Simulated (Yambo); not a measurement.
HgO (space group P3_121, No. 152), G0W0@PBEsol in Yambo with this input:

```
rim_cut
gw0
dyson
el_el_corr
HF_and_locXC
ppa
em1d
RandQpts= 1000000
RandGvec= 1 Ry
EXXRLvcs= 84 Ry
VXCRLvcs= 336 Ry
Chimod= "HARTREE"
% BndsRnXp
 13 | 164 |
%
NGsBlkXp= 7 Ry
% LongDrXp
 1.0 | 1.0 | 1.0 |
%
PPAPntXp= 27.2114 eV
% GbndRnge
 1 | 164 |
%
GTermKind= "BG"
DysSolver= "n"
ExtendOut
```

On a 3×3×1 mesh, with wavefunctions cut at 84 Ry, the gap (Γ → Γ) is 2.534 eV and the valence edge shifts by -0.290 eV.

**Question.** What happens with this change: no random integration?

**Answer.** The gap falls by 0.033 eV, to 2.501 eV; the shift of the valence edge becomes -0.069 eV. Neither run is shown to be the converged limit. The mesh misses a band edge: along a dense path the PBEsol gap is 1.34 eV against 1.47 eV on the mesh.

Spin-orbit coupling is not included.

Geometry relaxed with PBE+D3(BJ); primitive cell a = 3.651 Å, b = 3.651 Å, c = 8.829 Å, α = 90.00°, β = 90.00°, γ = 120.00°.

The structure is a Materials Project entry; no match was found in the copy of COD used, and its stability was not checked.

A shift is the quasiparticle energy of the state minus its PBEsol energy.
